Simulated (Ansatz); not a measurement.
GaN:
```
CELL_PARAMETERS angstrom
      3.15165     0.00000     0.00000
     -1.57582     2.72941     0.00000
      0.00000     0.00000     5.13818
ATOMIC_POSITIONS crystal
  Ga 0.66667 0.33333 0.49930
  Ga 0.33333 0.66667 0.99930
  N  0.66667 0.33333 0.87570
  N  0.33333 0.66667 0.37570
```

Cartesian axes are those of the cell as given.

Problem. Give the proper piezoelectric stress tensor with relaxed ions from the program Ansatz at the LDA level (PAW).

Solution. In C/m², rows x, y, z, Voigt columns; mesh uncertainty up to 0.00.
```
 0.00   0.00   0.00   0.00  -0.33   0.00
 0.00   0.00   0.00  -0.33   0.00   0.00
-0.47  -0.47   0.82   0.00   0.00   0.00
```

The elastic tensor of the same run (GPa):

```
     1    2    3     4     5    6
-  ---  ---  ---  ----  ----  ---
1  367  138  100   0.0   0.0  0.0
2  138  367  100   0.0   0.0  0.0
3  100  100  410   0.0   0.0  0.0
4  0.0  0.0  0.0  96.6   0.0  0.0
5  0.0  0.0  0.0   0.0  96.6  0.0
6  0.0  0.0  0.0   0.0   0.0  115
```

Problem. Convert to strain constants d = e·S.

Solution. In pC/N:
```
 0.0   0.0   0.0   0.0  -3.4   0.0
 0.0   0.0   0.0  -3.4   0.0   0.0
-1.5  -1.5   2.7   0.0   0.0   0.0
```

Space group P6_3mc (wurtzite). The LDA relaxation kept the symmetry of its start; phonons on a q-mesh show no instability.

Potentials: the earlier of the program's two PAW sets.
